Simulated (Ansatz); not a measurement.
Independent-particle absorption of Ge (P4_32_12, a = 5.925 Å, b = 5.925 Å, c = 6.971 Å, α = 90.00°, β = 90.00°, γ = 90.00°), no local fields or excitons, 0.1 eV broadening. Method: DFT PBEsol, scalar-relativistic, plane waves, PAW (Ansatz).

Plane waves to 420 eV, a k mesh through Γ of 6×6×6 on the computed 12-atom cell and Gaussian smearing (0.02 eV); no spin polarisation. The spectrum is summed on a 9×9×9 mesh.

```xyz
12
Lattice="5.9247 0.0000 0.0000 0.0000 5.9247 0.0000 0.0000 0.0000 6.9712" Properties=species:S:1:pos:R:3 pbc="T T T"
Ge    0.5254    0.5254    0.0000
Ge    2.4369    3.4878    5.2284
Ge    5.3993    5.3993    3.4856
Ge    3.4878    2.4369    1.7428
Ge    1.0170    2.1887    1.7901
Ge    0.7736    3.9793    0.0473
Ge    4.9078    3.7360    5.2757
Ge    5.1511    1.9454    3.5329
Ge    3.9793    0.7736   -0.0473
Ge    3.7360    4.9078    1.6955
Ge    1.9454    5.1511    3.4383
Ge    2.1887    1.0170    5.1811
```

| photon energy (eV) | ε2,xx |
| --- | --- |
| 0.0 | 0.00 |
| 0.4 | 1.51 |
| 0.8 | 9.62 |
| 1.2 | 27.49 |
| 1.6 | 48.49 |
| 2.0 | 64.96 |
| 2.4 | 46.34 |
| 2.8 | 34.93 |
| 3.2 | 25.96 |
| 3.6 | 19.82 |
| 4.0 | 15.13 |
| 4.4 | 10.53 |
| 4.8 | 7.34 |
| 5.2 | 5.88 |
| 5.6 | 4.82 |
| 6.0 | 4.12 |
| 6.4 | 3.47 |
| 6.8 | 2.87 |
| 7.0 | 2.50 |
| 7.4 | 2.01 |
| 7.8 | 1.68 |
| 8.2 | 1.56 |
| 8.6 | 1.26 |
| 9.0 | 1.16 |
| 9.4 | 1.00 |
| 9.8 | 0.77 |
| 10.2 | 0.66 |
| 10.6 | 0.66 |
| 11.0 | 0.58 |
| 11.4 | 0.56 |
| 11.8 | 0.55 |
| 12.2 | 0.49 |
| 12.6 | 0.43 |
| 13.0 | 0.37 |
| 13.4 | 0.32 |
| 13.8 | 0.30 |

The strongest peak lies near 2.0 eV. ε∞ (xx, yy, zz) = 41.7, 41.7, 34.4.

This form isn't the element's structure at ambient conditions.

Cost: 1 run of about 22 core-minutes, on Oxide Virtual Turin-like Processor (Zen 5) (shared hosts).